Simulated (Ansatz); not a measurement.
MgAl$_{2}$Ge$_{2}$:
```
CELL_PARAMETERS angstrom
      4.09325     0.00000     0.00000
     -2.04663     3.54486     0.00000
      0.00000     0.00000     6.77005
ATOMIC_POSITIONS crystal
  Mg 0.00000 0.00000 0.00000
  Al 0.66667 0.33333 0.36803
  Al 0.33333 0.66667 0.63197
  Ge 0.66667 0.33333 0.75698
  Ge 0.33333 0.66667 0.24302
```

Relaxed with r²SCAN. Special points in fractions of this cell's reciprocal vectors: Γ (0.000, 0.000, 0.000); M (0.500, 0.000, 0.000); K (0.333, 0.333, 0.000); A (0.000, 0.000, 0.500); L (0.500, 0.000, 0.500); H (0.333, 0.333, 0.500).

Problem. List the band energies nearest the Fermi level at these points for r²SCAN in the plane-wave PAW code Ansatz.

Solution. In eV from the Fermi level; about four levels below and three above (degenerate sets whole), none deeper than 8.9 eV; points with the same levels are listed once.

| k | below | above |
|---|---|---|
| Γ | -6.73 -1.51 -1.51 -0.04 | 0.03 0.03 0.95 |
| M | -3.16 -3.15 -1.21 -0.07 | 2.08 2.47 2.75 |
| K | -3.46 -3.46 -3.44 -0.22 | 4.79 4.79 5.14 |
| A | -1.27 -1.27 -0.36 -0.36 | 1.10 2.14 2.90 2.90 |
| L | -2.82 -2.46 -1.94 -1.91 | 0.54 0.58 0.71 |
| H | -5.02 -4.55 -1.65 -1.65 | 1.33 1.33 2.22 |

Space group P-3m1. The workflow started from a Materials Project entry (that database holds measured and hypothetical structures alike); the Crystallography Open Database copy checked does not list it. Whether it is the stable phase at ambient conditions was not checked. Symmetry was held in the r²SCAN relaxation; whether a distortion lowers the energy is not shown. Scalar-relativistic: spin–orbit coupling is off unless named, which matters more the heavier the elements.

Potentials: the earlier of the program's two PAW sets.
